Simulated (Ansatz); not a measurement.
Geometry optimisation in Ansatz: input, command and trajectory.

```yaml
crystal:
  lattice:
    - [2.852765633, -0.0037854193, 0.0083502604]
    - [-1.422902928, 2.4727491722, -0.0182443153]
    - [-0.0755937091, -1.5048024643, 23.8949305203]
  atoms:
    - { symbol: Co, position: [0.3749571984, 0.7499298158, 0.1250006134] }
    - { symbol: Co, position: [0.6252563928, 0.2502680448, 0.8749993689] }
    - { symbol: Co, position: [0.8750460648, 0.7500751776, 0.6250003428] }
    - { symbol: Co, position: [0.1247448754, 0.2497311701, 0.3749994703] }
    - { symbol: Pt, position: [4.93695e-05, 3.72202e-05, 0.9999999149] }
    - { symbol: Pt, position: [0.2501477719, 0.5001759832, 0.7499997969] }
    - { symbol: Pt, position: [0.4999041458, 0.9999164131, 0.5000001705] }
    - { symbol: Pt, position: [0.7498915805, 0.4998604828, 0.2499998374] }
    - { symbol: O, position: [0.7778537763, 0.5560317258, 0.3342748971] }
    - { symbol: O, position: [0.0280538943, 0.05622168, 0.0842755435] }
    - { symbol: O, position: [0.2783472949, 0.5565531799, 0.8342747473] }
    - { symbol: O, position: [0.5281293408, 0.056350039, 0.5842754104] }
    - { symbol: O, position: [0.9721422014, 0.9439583799, 0.9157243451] }
    - { symbol: O, position: [0.2219581651, 0.4437931339, 0.6657248771] }
    - { symbol: O, position: [0.4716574703, 0.9434532043, 0.4157245827] }
    - { symbol: O, position: [0.7218624577, 0.4436423497, 0.1657250818] }
basis:
  ecutwfc: 420
kpoints:
  mp_grid: { grid: [14, 14, 2] }
hamiltonian:
  xc: pbe
scf:
  occupations: { method: gaussian, width: 0.1 }
output:
  forces: true
  stress: true
  eigenvalues: true
  write_density: true
  write_potential: true
  elf: true
  volumetric_format: npy
relax:
  adjacent_minimum: "off"
  f_tol: 0.005
  max_steps: 80
  cell: { stress_tol: 0.05 }
```

```bash
ansatz run input.yaml --threads 4 --pin off --max-ram 9216MiB --backend cpu --events-out ev --progress --plain --runs-dir out
```

Level of theory: DFT PBE, scalar-relativistic, plane waves, PAW (Ansatz).

Of 4 frames 3 are shown, positions in Å and forces in eV/Å; the SCF threshold varies from step to step. Steps run on the plane waves of an earlier cell, with a Pulay correction in the pressure. The basis is chosen afresh for the last frame, the zero of the energies, and at times for earlier ones too; energy and pressure step there, also at an unchanged geometry. Spin polarisation was left out; whether the Co atoms would carry moments isn't shown by this run.

```xyz
16
Lattice="2.8528 -0.0038 0.0083 -1.4229 2.4727 -0.0182 -0.0756 -1.5048 23.8949" Properties=species:S:1:pos:R:3:forces:R:3 pbc="T T T" step=1 free_energy_over_end_meV_per_atom=0.01 pressure_GPa=0.08
Co   -0.0069    1.6649    2.9763    0.0000    0.0001   -0.0003
Co    1.3615   -0.7002   20.9087   -0.0001   -0.0003    0.0002
Co    1.3818    0.9109   14.9280    0.0000   -0.0002   -0.0002
Co   -0.0278    0.0527    8.9571    0.0001    0.0002    0.0003
Pt   -0.0755   -1.5047   23.8949    0.0004    0.0009    0.0000
Pt   -0.0548    0.1073   17.9142    0.0001   -0.0001    0.0000
Pt   -0.0345    1.7182   11.9334   -0.0001   -0.0002   -0.0001
Pt    1.4091    0.8570    5.9709   -0.0004   -0.0004    0.0001
O     1.4026    0.8690    7.9838    0.0006   -0.0003   -0.0203
O    -0.0063    0.0121    2.0130    0.0003   -0.0006   -0.0203
O    -0.0609    0.1197   19.9271    0.0000   -0.0010   -0.0203
O     1.3823   -0.7419   13.9646    0.0002   -0.0007   -0.0202
O     1.3609    0.9525   21.8721   -0.0006    0.0001    0.0203
O    -0.0486    0.0948   15.9012   -0.0003    0.0008    0.0203
O    -0.0283    1.7056    9.9204    0.0000    0.0012    0.0202
O     1.4155    0.8449    3.9579   -0.0003    0.0005    0.0203
16
Lattice="2.8537 -0.0038 0.0085 -1.4234 2.4735 -0.0186 -0.0740 -1.5080 23.8875" Properties=species:S:1:pos:R:3:forces:R:3 pbc="T T T" step=2 free_energy_over_end_meV_per_atom=0.02 pressure_GPa=0.04
Co   -0.0067    1.6651    2.9752    0.0000    0.0000   -0.0001
Co    1.3631   -0.7033   20.9023   -0.0003   -0.0006    0.0000
Co    1.3832    0.9093   14.9232    0.0000   -0.0001    0.0000
Co   -0.0270    0.0522    8.9542    0.0003    0.0005    0.0001
Pt   -0.0739   -1.5078   23.8875   -0.0004   -0.0007    0.0000
Pt   -0.0537    0.1049   17.9085   -0.0001    0.0000    0.0000
Pt   -0.0336    1.7174   11.9294    0.0001    0.0002    0.0000
Pt    1.4100    0.8567    5.9690    0.0004    0.0003    0.0000
O     1.4039    0.8685    7.9813   -0.0005   -0.0002   -0.0119
O    -0.0061    0.0117    2.0123    0.0001    0.0007   -0.0119
O    -0.0597    0.1168   19.9208   -0.0001    0.0002   -0.0119
O     1.3838   -0.7441   13.9603   -0.0001    0.0002   -0.0119
O     1.3625    0.9500   21.8651    0.0005    0.0005    0.0119
O    -0.0477    0.0931   15.8962    0.0002   -0.0003    0.0119
O    -0.0276    1.7055    9.9171    0.0001   -0.0004    0.0119
O     1.4161    0.8450    3.9567   -0.0001   -0.0004    0.0119
16
Lattice="2.8541 -0.0039 0.0086 -1.4237 2.4737 -0.0186 -0.0739 -1.5083 23.8855" Properties=species:S:1:pos:R:3:forces:R:3 pbc="T T T" step=4 free_energy_over_end_meV_per_atom=0.00 pressure_GPa=0.01
Co   -0.0067    1.6653    2.9749    0.0000    0.0002    0.0000
Co    1.3633   -0.7038   20.9005    0.0000    0.0000    0.0000
Co    1.3835    0.9092   14.9220    0.0000   -0.0001    0.0000
Co   -0.0269    0.0523    8.9535    0.0000    0.0001    0.0000
Pt   -0.0739   -1.5085   23.8855    0.0006    0.0012    0.0000
Pt   -0.0537    0.1046   17.9070    0.0002   -0.0001    0.0000
Pt   -0.0335    1.7176   11.9284   -0.0001   -0.0003    0.0000
Pt    1.4104    0.8569    5.9685   -0.0006   -0.0006    0.0000
O     1.4043    0.8686    7.9803    0.0001    0.0005   -0.0020
O    -0.0060    0.0118    2.0118   -0.0004   -0.0005   -0.0020
O    -0.0597    0.1164   19.9188   -0.0002    0.0002   -0.0020
O     1.3841   -0.7444   13.9589    0.0000    0.0005   -0.0020
O     1.3627    0.9497   21.8636   -0.0001   -0.0007    0.0020
O    -0.0477    0.0929   15.8951    0.0000   -0.0002    0.0020
O    -0.0275    1.7058    9.9166    0.0002   -0.0001    0.0020
O     1.4163    0.8451    3.9566    0.0004    0.0000    0.0020
```

The run took 9.1 min on 4 threads of AMD EPYC 7R43 64-Core Processor (Zen 3) (shared host), peak memory 2.7 GiB.

Spin–orbit coupling is left out, which can shift energies with elements as heavy as these.